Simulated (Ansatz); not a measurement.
With PBEsol (plane waves, PAW; program Ansatz), YTaN3 in the cubic perovskite structure (Pm-3m) relaxes to a = 4.014 Å. Y has 12 nearest neighbours from 2.84 Å (cuboctahedral); Ta has 6 nearest neighbours from 2.01 Å (octahedral). Its formation energy from the elements is -0.95 eV/atom, with no fitted shifts.

Electronic character: metallic (no gap). Gap from PBEsol with spin–orbit coupling: none (metallic).

The bulk modulus is 218 GPa. The relaxed-ion elastic constants in GPa are C11 = 468, C12 = 96.5, C44 = 57.9. The elastic constants imply a Debye temperature near 487 K. The highest mode at Γ lies at 90.8 meV.

The start of the workflow was typed in or built on a structure type; neither database checked (COD, Materials Project) lists it. Its standing as an ambient phase is unchecked. The PBEsol relaxation kept the symmetry of its start. At this level the phase is dynamically unstable (imaginary phonons). The run is not spin-polarised. With an odd number of electrons in the cell and no spin polarisation, the count alone makes it a metal. As this level gives no gap, shear constants depend on the k-mesh and smearing (Fermi–Dirac, 0.1 eV here). The references are the lowest solids computed at this level, not always the standard phases (solids in place of the gases). Spin–orbit coupling is left out wherever it is not named.

Potentials: the earlier of the program's two PAW sets. The files were generated under PBE; for other functionals the program regenerates the frozen cores, and for LDA and PBEsol the local potential too.
